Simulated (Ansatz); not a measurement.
A plane-wave DFT run in Ansatz 0.2.0 (scalar-relativistic PAW potentials unless the input names others): input and command.

```yaml
crystal:
  lattice:
    - [4.8108794801, 0.0, 0.0]
    - [0.0, 4.8108794801, 0.0]
    - [0.0, 0.0, 4.76324701]
  atoms:
    - { symbol: Cs, position: [0.0, 0.0, 0.0] }
    - { symbol: Sr, position: [0.5, 0.5, 0.5] }
    - { symbol: F, position: [0.0, 0.5, 0.5] }
    - { symbol: F, position: [0.5, 0.0, 0.5] }
    - { symbol: F, position: [0.5, 0.5, 0.0] }
basis:
  ecutwfc: 420
kpoints:
  mp_grid: { grid: [6, 6, 6] }
hamiltonian:
  xc: pbesol
scf:
  occupations: { method: gaussian, width: 0.05 }
  max_iter: 60
output:
  forces: true
  eigenvalues: true
  stress: true
accuracy: 2.5
```

```bash
ansatz run input.yaml --threads 1 --pin off --max-ram 1228MiB --backend cpu --events-out ev --progress --plain --runs-dir out
```

Will this input run?

The program refuses it, because of a value of the wrong type (accuracy: not typed → 2.5). Without that key it is accepted.

Abridged log:
```
Error: YAML parse error: error: line 25 column 1: unknown variant `2.5`, expected one of low, medium, high
  --> <input>:25:1
   |
23 |   eigenvalues: true
24 |   stress: true
25 | accuracy: 2.5
   | ^ unknown variant `2.5`, expected one of low, medium, high
```